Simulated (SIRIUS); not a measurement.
Worked example: self-consistent single point of Si (P6_3/mmc, 8 atoms in the cell; from Materials Project mp-165, changed as shown) in SIRIUS.

Computed with LDA (PW92), GBRV LDA ultrasoft pseudopotentials (plane waves; SIRIUS).

The change in words: lattice scaled by 1.02. Reference geometry (P6_3/mmc):
```
CELL_PARAMETERS angstrom
      3.83132     0.00000     0.00000
      0.00000     6.63604     0.00000
      0.00000     0.00000     6.33262
ATOMIC_POSITIONS crystal
  Si 0.00000 0.33333 0.06301
  Si 0.50000 0.16667 0.93699
  Si 0.50000 0.16667 0.56301
  Si 0.00000 0.33333 0.43699
  Si 0.50000 0.83333 0.06301
  Si 0.00000 0.66667 0.93699
  Si 0.00000 0.66667 0.56301
  Si 0.50000 0.83333 0.43699
```

Reference input (self-consistent single point, DFT, LDA (PW92), plane waves, GBRV LDA ultrasoft pseudopotentials): parameters.ngridk = 6 4 4; parameters.xc_functionals = [XC_LDA_X, XC_LDA_C_PW]; parameters.gk_cutoff = 6.325 1/bohr; parameters.pw_cutoff = 14.143 1/bohr; parameters.smearing = fermi_dirac; parameters.smearing_width = 0.000734986 Ha; potentials = GBRV LDA ultrasoft pseudopotentials; parameters.electronic_structure_method = pseudopotential; parameters.num_bands = 20; parameters.num_mag_dims = 0; parameters.num_dft_iter = 100; parameters.energy_tol = 1e-07 Ha. This run's input differs from it in these lines:

```diff
@@ -32,5 +32,5 @@
     "lattice_vectors": [
-      [7.2401454958, 0.0, 0.0],
-      [0.0, 12.5403000418, 0.0],
-      [0.0, 0.0, 11.9669174513]
+      [7.3849476498, 0.0, 0.0],
+      [0.0, 12.7911063828, 0.0],
+      [0.0, 0.0, 12.2062550445]
     ],
```

Output (repeated stretches shortened):

```
[find] density tolerance         : 1e-06
[find] total energy tolerance    : 1e-07
[find] iter_solver_tol (initial) : 0.01
[find] iter_solver_tol (target)  : 1e-13
[find] num_dft_iter              : 100
Charges and magnetic moments
--------------------------------------------------------------------------------
total charge          : 32.000000
[find] | SCF iteration   0 out of 100|
[diagonalize] iterative solver tolerance (occupied, empty): 0.01 0.01
[diagonalize] average number of iterations: 2
[find] Charges and magnetic moments
[find] total charge          : 32.000000
[find] Energy
[find] smearing (-TS)                 :      -0.00000000
   [... lines left out ...]

[find] Charges and magnetic moments
[find] total charge          : 32.000000
[find] Energy
[find] smearing (-TS)                 :      -0.00000002
[find] Total energy                   :     -38.50086465 (Ha),     -77.00172929 (Ry)
[find] Free energy (E-TS)             :     -38.50086467 (Ha),     -77.00172933 (Ry)
[find] band gap (eV)                  :       0.42902868
[find] Efermi                         :       0.21305672
[find] iteration : 23, RMS (target) : 8.8339e-07 (1.0000e-06) , energy difference (target) : -4.5098e-10 (1.0000e-07)
[find] bands are converged : false
[find] iterative solver converged : false
[find] converged after 24 SCF iterations!
[find] Charges and magnetic moments
[find] total charge          : 32.000000
[find] Energy
[find] smearing (-TS)                 :      -0.00000002
[find] Total energy                   :     -38.50086465 (Ha),     -77.00172929 (Ry)
[find] Free energy (E-TS)             :     -38.50086467 (Ha),     -77.00172933 (Ry)
[find] band gap (eV)                  :       0.42902868
[find] Efermi                         :       0.21305672
[ground_state] === stress tensor components [kbar] ===
[ground_state] === stress_total ===
[ground_state]    66.022892   -0.000000    0.000000
[ground_state]    -0.000000   68.085375    0.000000
[ground_state]     0.000000    0.000000   67.401182
[ground_state] ==== total Forces in Ha/bohr =====
   [... lines left out ...]
[ground_state] atom:    3, force:      -0.0000000     -0.0000244      0.0007286
[ground_state] atom:    4, force:       0.0000000     -0.0000244     -0.0007286
[ground_state] atom:    5, force:      -0.0000000      0.0000244      0.0007286
[ground_state] atom:    6, force:       0.0000000      0.0000244     -0.0007286
[ground_state] atom:    7, force:      -0.0000000     -0.0000244      0.0007286
```

The run converged in 24 iterations. SIRIUS prints the stress tensor with tension positive. Against the reference run the free energy rises by 35.1 meV/atom, the pressure goes from -2.17 to -6.72 GPa, the largest force goes from 0.017 to 0.037 eV/Å and the gap on the mesh goes from 0.319 to 0.429 eV.

The structure comes from a collection of computed structures, made at another level of theory; the collection holds predicted forms beside known ones.

Cost on one core: very roughly 100 core-seconds.

The gap that the log prints is read on the run's mesh, which can miss the band edges or a crossing.
